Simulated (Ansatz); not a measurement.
The elements of this relaxed trial crystal are hidden behind letters.

```
lattice vectors (Å)
   2.8227    0.0000    0.0000
  -1.4114    2.4446    0.0000
   0.0000    0.0000   13.1642
fractional positions
X 0.0000 0.0000 0.5000
X 0.3333 0.6667 0.0671
X 0.6667 0.3333 0.9329
Z 0.3333 0.6667 0.6988
Z 0.6667 0.3333 0.3012
Q 0.0000 0.0000 0.0000
```

Method: DFT PBE, scalar-relativistic, plane waves, PAW (Ansatz 0.2.0). Plane waves to 420 eV, an 18×18×4 mesh through Γ for the 6-atom cell and 0.10 eV Gaussian smearing; no spin polarisation.

| Item | Value |
| --- | --- |
| Space group | P-3m1 (No. 164) |
| Conventional cell | a = 2.823 Å, c = 13.164 Å |
| Volume per atom | 15.14 Å³ |
| Density | 7.29 g/cm³ |
| Energy over the elements | −0.30 eV/atom |
| Gap on the 18×18×4 mesh of the 6-atom cell | 0 eV (a metal) |

Energies are uncorrected and count from the elements' standard states at the same level.

Question: X is an s-block element of period 2, Z is a d-block element of period 6 and Q is a p-block element of period 2. Which elements are they?

Answer: X = Li, Z = Ta, Q = O, so the formula is Li3Ta2O. Density times volume gives a mean mass of 7.29 × 15.14/1.6605 = 66.5 u per atom, and this set has 66.5 u. Around Li on a site of symmetry -3m lie 6 Li at 2.82 Å and 6 Ta at 3.08 Å; Ta is surrounded by 6 Ta at 2.82 Å, 3 Li at 3.08 Å and 3 Li at 3.49 Å; O has 6 Li at 1.85 Å; 1 more site not described. Other sets within the hints have nearly the same mass, so mass alone doesn't settle it; this one was computed.

These runs have no spin–orbit coupling, which can matter for Ta. Symmetry constrained the relaxation, so the result can be a saddle point.
